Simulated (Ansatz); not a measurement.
## Guessed and relaxed cells of Ta₃N₄

Recipe of this trial structure of Ta₃N₄: close-packed anion layers stacked ABAB, with sites between them filled layer by layer (P-3m1, No. 164) (elements of the layers in order: N N N N). Lengths were set from tabulated atomic sizes, so they are only a guess.

POSCAR.start

```
Ta N
1.0
     3.03150    0.00000    0.00000
    -1.51575    2.62536    0.00000
     0.00000    0.00000    9.72807
Ta N
3 4
Direct
  0.00000 0.00000 0.00000
  0.00000 0.00000 0.25671
  0.00000 0.00000 0.74329
  0.33333 0.66667 0.87164
  0.66667 0.33333 0.12836
  0.33333 0.66667 0.38507
  0.66667 0.33333 0.61493
```

Level of theory: DFT PBE+D3(BJ), scalar-relativistic, plane waves, PAW (Ansatz 0.2.0). Cutoff 420 eV, Gaussian smearing, Γ-centred meshes. Cell and atoms relax first on a coarse mesh and then on a finer one. In between, the cell is made exact in the group found at 0.06 Å. In metals the finer mesh still leaves noise of several meV/atom or more. The steps can't lower the symmetry of their start. No spin polarisation in the relaxation; trial moments died out in a coarse test.

POSCAR.end

```
Ta N
1.0
     3.10980    0.00000    0.00000
    -1.55490    2.69317    0.00000
     0.00000    0.00000    9.97658
Ta N
3 4
Direct
  0.00000 0.00000 0.00000
  0.00000 0.00000 0.28166
  0.00000 0.00000 0.71834
  0.33333 0.66667 0.86441
  0.66667 0.33333 0.13559
  0.33333 0.66667 0.36635
  0.66667 0.33333 0.63365
```

The symmetry stays P-3m1 (No. 164). The volume per atom grows by 7.9 %, from 11.1 to 11.9 Å³. The shortest distance goes from 2.15 Å (Ta–N) to 1.98 Å (Ta–N). The energy falls by about 0.49 eV/atom (the start's value is from the coarse mesh).

For Ta₃N₄, the volume per atom is 11.9 Å³. The density is 11.9 g/cm³. The energy over the elements is −0.84 eV/atom and the gap on the 12×12×4 mesh of the 7-atom cell is 0 eV (a metal).

Formation energies are uncorrected and refer to the elements' standard structures at the same level (N₂ as a molecule). A negative formation energy is needed for stability but isn't enough: competing phases decide.

The last run used Gaussian smearing of 0.10 eV. Spin–orbit coupling, which can matter for Ta, is left out. A structure relaxed within its symmetry needn't be a true minimum. In all, the 3 runs took 2.8 min on 1 thread of Intel(R) Xeon(R) Processor @ 2.50GHz (Skylake/Cascade Lake) (shared host).
